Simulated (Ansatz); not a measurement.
Start of a relaxation of CoRuC₄N₄:

```xyz
10
Lattice="7.1750 0.0000 0.0000 0.0000 7.1750 0.0000 0.0000 0.0000 3.4707" Properties=species:S:1:pos:R:3 pbc="T T T"
Co    3.5875    3.5875    0.0000
Ru    0.0000    0.0000    0.0000
C     1.3407    5.8343    0.0000
C     5.8343    1.3407    0.0000
C     1.3407    1.3407    0.0000
C     5.8343    5.8343    0.0000
N     2.1680    5.0070    0.0000
N     5.0070    2.1680    0.0000
N     2.1680    2.1680    0.0000
N     5.0070    5.0070    0.0000
```

Level of theory: Ansatz, DFT PBE, scalar-relativistic, plane waves, PAW. Cutoff 420 eV, Gaussian smearing, Γ-centred meshes. Cell and atoms relax first on a coarse mesh and then on a finer one. In between, the cell is made exact in the group found at 0.06 Å. In metals the finer mesh still leaves noise of several meV/atom or more. The steps can't lower the symmetry of their start, moments included. Collinear spin, starting moments -3 1 0 0 0 0 0 0 0 0 μB in the order of the atoms.

A guess keeps its type if space group and coordination stay and the shape of the cell changes little (axis ratios within about 15 %, angles within 6°); the volume may change.

Problem. Does this structure survive the relaxation?

Solution. It keeps its type. The symmetry stays P4/mmm (No. 123). The volume per atom shrinks by 13.4 %, from 17.9 to 15.5 Å³. The shortest distance stays 1.17 Å (C–N). The ratio c/a of the conventional cell changes by a factor of 0.90. Counting neighbours within 15 % of an atom's shortest distance, the start has C 1, Co 4, N 1, Ru 4 and the end C 1, Co 4, N 1, Ru 4.

The last run used collinear spin, a 6×6×12 mesh (in the run's order of axes) for its 10-atom cell and Gaussian smearing of 0.10 eV. The magnetic state reached may not be the lowest. A structure relaxed within its symmetry needn't be a true minimum.
